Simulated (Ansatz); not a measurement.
# Equation of state of indium, hcp

All numbers below come from DFT, BLYP, plane waves (420 eV) with PAW, scalar-relativistic in Ansatz. (PAW data from PBE, frozen cores regenerated.)

The cell is scaled uniformly from the relaxed one, with fractional coordinates and shape fixed. Energies are extrapolated to zero smearing, pressures are those at the given smearing. Magnetic state: spin not included.

| V (Å³/atom) | E − E₀ (meV/atom) | P (GPa) |
| --- | --- | --- |
| 27.630 | 41.4 | 3.94 |
| 28.886 | 17.3 | 2.34 |
| 30.142 | 4.3 | 1.07 |
| 31.398 | 0.0 | 0.08 |
| 32.654 | 2.7 | -0.71 |
| 33.910 | 10.8 | -1.32 |
| 35.166 | 23.2 | -1.81 |

**Question.** Fit a third-order Birch-Murnaghan equation.

**Answer.** V₀ = 31.50 Å³/atom, B₀ = 22 GPa, B₀′ = 4.9.
